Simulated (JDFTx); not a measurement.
```json
{
  "surface": "TiAl(111), Al outermost, slab composition Ti5Al6",
  "bulk": "TiAl, P4/mmm, lattice of mp-1953 (not re-optimised)",
  "slab": "11 atoms in 11 planes, 1x1, 8.8 Å between the outermost planes",
  "in-plane cell": "3.975 × 4.943 Å, 17.99 Å²",
  "cell_height": "24.9 Å",
  "sampling": "6×6×1 k mesh, Fermi smearing 0.01 Ha, no spin polarisation"
}
```

Whether this polymorph is the ambient one wasn't checked. Neither spin polarisation nor a larger cell was tried.

Profiles through the double layer of this slab, charged, in linear PCM (GLSSA13), water, 2 M NaF; PBE, GBRV ultrasoft potentials, plane waves to 20/100 Ha, a modified build of JDFTx. z is the height above the outermost atoms, φ the plane-averaged electrostatic potential energy of an electron (zero in the bulk liquid), ρ_b the bound charge of solvent and ions, s the cavity shape function (0 in the solid, 1 in the liquid).

```
z (Å)  n (e/Å³)     s  φ (eV)  ρ_b (10⁻³ e/Å³)
-----  --------  ----  ------  ---------------
0.92     0.0577  0.00  -1.346            -0.11
1.38     0.0265  0.00  -0.522            -0.14
1.84     0.0103  0.05  -0.072             1.12
2.31     0.0038  0.34   0.009             1.98
2.77     0.0013  0.84   0.009             1.41
3.23     0.0005  0.99   0.008             0.54
3.69     0.0002  1.00   0.006             0.19
4.15     0.0001  1.00   0.005             0.07
4.61     0.0000  1.00   0.004             0.03
5.07     0.0000  1.00   0.003             0.01
5.53     0.0000  1.00   0.003             0.01
5.99     0.0000  1.00   0.002             0.00
6.46     0.0000  1.00   0.002             0.00
6.92     0.0000  1.00   0.001             0.00
7.38     0.0000  1.00   0.001             0.00
7.84     0.0000  1.00   0.001             0.00
```

Problem. Is the electrode positively or negatively charged, and roughly by how much?

Solution. Negatively: σ = -3.8 μC/cm² per face. The liquid's bound charge is of the opposite sign overall, and far from the surface φ decays with the screening length (2.1 Å).
